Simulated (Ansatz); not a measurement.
# Ba₂Mg₃Al: do the settings matter for the field gradients?

Cell: a refined structure from the COD, atoms as given.

```cif
data_Ba2Mg3Al
_symmetry_space_group_name_H-M 'P6_3/mmc'
_symmetry_Int_Tables_number 194
_cell_length_a 6.2889
_cell_length_b 6.2889
_cell_length_c 20.6050
_cell_angle_alpha 90.000
_cell_angle_beta 90.000
_cell_angle_gamma 120.000
loop_
_atom_site_label
_atom_site_type_symbol
_atom_site_symmetry_multiplicity
_atom_site_Wyckoff_symbol
_atom_site_fract_x
_atom_site_fract_y
_atom_site_fract_z
Ba1 Ba 4 e 0.0000 0.0000 0.4054
Ba5 Ba 4 f 0.3333 0.6667 0.3444
Mg9 Mg 6 h 0.3203 0.1601 0.2500
Mg15 Mg 6 g 0.0000 0.5000 0.5000
Al Al 4 f 0.3333 0.6667 0.6442
```

One atom of each set is listed.

Reference run. Level of theory: DFT, PBE, plane waves and PAW, scalar-relativistic, 420 eV cutoff, Γ-centred 6×6×2 k-points, Fermi–Dirac smearing 0.05 eV (Ansatz 0.2.0).

Q: The input is changed as follows: `crystal.lattice`: [[6.2889, 0.0, 0.0], [-3.14445, 5.4463471619, 0.0], [0.0, 0.0, 20.605]] → [[3.32794124, 0.0, 0.0], [-1.66397062, 2.88208165, 0.0], [0.0, 0.0, 10.90369209]]; `scf.max_iter`: not typed → 60. What happens to V_zz (10²¹ V/m²) and η?

A: 

```json
{"site": "Ba1", "V_zz reference": "0.96", "η reference": "0.00", "V_zz changed": "-6.98", "η changed": "0.00"}
{"site": "Ba5", "V_zz reference": "1.44", "η reference": "0.00", "V_zz changed": "-12.00", "η changed": "0.00"}
{"site": "Mg9", "V_zz reference": "0.72", "η reference": "0.12", "V_zz changed": "-4.48", "η changed": "0.01"}
{"site": "Mg15", "V_zz reference": "0.74", "η reference": "0.64", "V_zz changed": "-5.71", "η changed": "0.93"}
{"site": "Al", "V_zz reference": "1.14", "η reference": "0.00", "V_zz changed": "-1.02", "η changed": "0.00"}
```

The largest change of V_zz is on Ba5, from 1.44 to -12.00. Where |V_zz| stays above 0.1, η moves most on Mg15, from 0.64 to 0.93. V_zz changes sign on Ba5 (same axis), Al (same axis), Ba1 (same axis), Mg15 (axis turned by 20°), Mg9 (same axis). At these positions the changed run has forces up to 17.8 eV/Å, so its atoms aren't at their own equilibrium. Its pressure is 2264 GPa, against 2 GPa in the reference run. SCF iterations: 7 and 11. New warnings: efg cores unanswered. The changed input holds a lattice far too small, so its numbers aren't properties of the crystal.

On the reference run: The largest force is 0.7 eV/Å, so the atoms aren't at the calculated equilibrium and relaxing them would move these values. With no gap above 0.1 eV, as in a metal, the gradients converge slowly in k; expect changes of a tenth or more on a denser mesh. Without spin–orbit coupling (the program notes it for Ba) the gradients can shift somewhat, as the gap is small.
